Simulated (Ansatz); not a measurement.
**Li3Pr: energy against volume and a worked fit**

```cif
data_structure
_symmetry_space_group_name_H-M 'Fm-3m'
_symmetry_Int_Tables_number 225
_cell_length_a 7.3572
_cell_length_b 7.3572
_cell_length_c 7.3572
_cell_angle_alpha 90.000
_cell_angle_beta 90.000
_cell_angle_gamma 90.000
_cell_volume 398.24
loop_
_atom_site_label
_atom_site_type_symbol
_atom_site_symmetry_multiplicity
_atom_site_Wyckoff_symbol
_atom_site_fract_x
_atom_site_fract_y
_atom_site_fract_z
_atom_site_occupancy
Pr1 Pr 4 a 0.00000 0.00000 0.00000 1
Li1 Li 4 b 0.50000 0.00000 0.00000 1
Li2 Li 8 c 0.25000 0.25000 0.75000 1
```

The cell comes from a database or a generator and needn't be the stable form of this composition.

The cell was scaled at fixed shape and fractions and run with Ansatz, Ansatz PAW, cutoff 420 eV; PBE, k mesh 6 × 6 × 6 on the cell of 4 atoms, fermi-dirac occupations of 0.05 eV, collinear spin, ferromagnetic start, no spin-orbit coupling. Energies are those that the program minimises, any entropy of the smearing included. For a metal such a mesh isn't converged to the digits shown. The magnetic state is the one that the start led to, which needn't be the lowest. Plain semilocal runs treat an open f shell poorly.

```tsv
V (Å³/atom)	energy over the lowest row (meV/atom)
23.3966	14.733
23.8944	?
24.3922	5.631
24.8900	2.811
25.3878	0.994
25.8856	0.088
26.3834	0.000
```

Problem. Fit the third-order Birch-Murnaghan form, give V0, B0 and B′, and predict the energy left open.

Solution. With y = (V0/V)^(2/3), E = E0 + (9 V0 B0/16) [(y - 1)³ B′ + (y - 1)² (6 - 4y)]. Least squares through the rows shown give V0 = 26.1883 Å³/atom, E0 = -0.058 meV, B0 = 13.06 GPa (1 eV/Å³ = 160.218 GPa) and B′ = 4.29, with a largest miss of 0.002 meV. At V = 23.8944 the form with these constants gives 9.566 meV; the run gave 9.571 meV an atom.
